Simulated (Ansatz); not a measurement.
Relaxed-ion elastic tensor of GaPd$_{3}$C (anti-perovskite, Pm-3m) in GPa (Voigt order), DFT-r²SCAN in the program Ansatz with PAW potentials; density 9.56 g/cm³, 13.94 Å³ per atom.

```
 271   132   132   0.0   0.0   0.0
 132   271   132   0.0   0.0   0.0
 132   132   271   0.0   0.0   0.0
 0.0   0.0   0.0  20.9   0.0   0.0
 0.0   0.0   0.0   0.0  20.9   0.0
 0.0   0.0   0.0   0.0   0.0  20.9
```

Problem. Is the crystal mechanically stable?

Solution. Yes: the smallest eigenvalue of C is 20.9 GPa.

Problem. Work out the Voigt, Reuss and Hill averages.

Solution. K_V = 178, K_R = 178, K_H = 178; G_V = 40.4, G_R = 29.0, G_H = 34.7 GPa.

Problem. Give Young's modulus, Poisson's ratio, Pugh's ratio and the universal anisotropy index.

Solution. E = 9KG/(3K + G) = 97.7 GPa; ν = 0.41; K/G = 5.13 (ductile by the Pugh limit of 1.75); A_U = 5G_V/G_R + K_V/K_R − 6 = 1.96.

Problem. Estimate the sound speeds and the Debye temperature.

Solution. v_l = √((K + 4G/3)/ρ) = 4840 m/s, v_t = √(G/ρ) = 1910 m/s, mean 2160 m/s; Θ = (h/k)(3n/4πV)^(1/3) v_m = 267 K.

Problem. Give the Zener ratio and Young's modulus along [100], [110] and [111].

Solution. A = 2C44/(C11 − C12) = 0.30; 1/E = S11 − 2(S11 − S12 − S44/2)Γ with Γ = 0, 1/4, 1/3 gives 185, 72.5, 60.3 GPa.

Problem. Solve the Christoffel equation for the three sound speeds along [100], [110], [111].

Solution. Eigenvalues of C_ijkl n_j n_l equal ρv². In km/s, slowest first: [100] 1.48, 1.48, 5.32; [110] 1.48, 2.70, 4.82; [111] 2.36, 2.36, 4.64.

The start of the workflow was typed in or built on a structure type; neither database checked (COD, Materials Project) lists it. Whether it is the stable phase at ambient conditions was not checked. The cell was relaxed with r²SCAN under the symmetry of its start; whether a distortion lowers the energy is not shown. The run is not spin-polarised. As this level gives no gap, shear constants depend on the k-mesh and smearing (Fermi–Dirac, 0.1 eV here). Spin–orbit coupling is left out wherever it is not named.

Potentials: the earlier of the program's two PAW sets. The files were generated under PBE; for other functionals the program regenerates the frozen cores, and for LDA and PBEsol the local potential too.
